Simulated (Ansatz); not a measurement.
A surface is cut from this relaxed crystal of Sr:

```
CELL_PARAMETERS angstrom
4.19454 0.00000 0.00000
-2.09727 3.63258 0.00000
0.00000 0.00000 6.87853
ATOMIC_POSITIONS crystal
Sr 0.33333 0.66667 0.25000
Sr 0.66667 0.33333 0.75000
```

Miller indices refer to the conventional cell of P6_3/mmc (No. 194), a = 4.195 Å, b = 4.195 Å, c = 6.879 Å, α = 90.00°, β = 90.00°, γ = 120.00°.

The (001) slab of 5 planes, 13.8 Å thick with 15 Å of vacuum as cut; outer planes Sr (top) and Sr (bottom).

These are results of Ansatz 0.2.0, DFT PBEsol, scalar-relativistic, plane waves, PAW, not measurements. Settings: cutoff 420 eV, Γ-centred mesh 9×9×1 on the computed 5-atom cell, Gaussian smearing of 0.10 eV; no spin polarisation. The cell repeats along c with a dipole correction in the vacuum.

Results for the relaxed slab:

- Surface energy (mean of both faces): 0.38 J/m²
- Work function: 2.56 eV

Relaxation lowers the energy by 0.009 J/m² a face; the largest move is 0.156 Å.

```
plane (bottom to top) atoms spacing to next, bulk (Å) relaxed (Å) change (%)
                    1     Sr                      3.439        3.319        -3.5
                    2     Sr                      3.439        3.404        -1.0
                    3     Sr                      3.439        3.404        -1.0
                    4     Sr                      3.439        3.319        -3.5
                    5     Sr
```

In some of the runs charge leaks into the vacuum, so their work functions can be off.

The reference crystal is a form of Sr, which isn't its usual structure.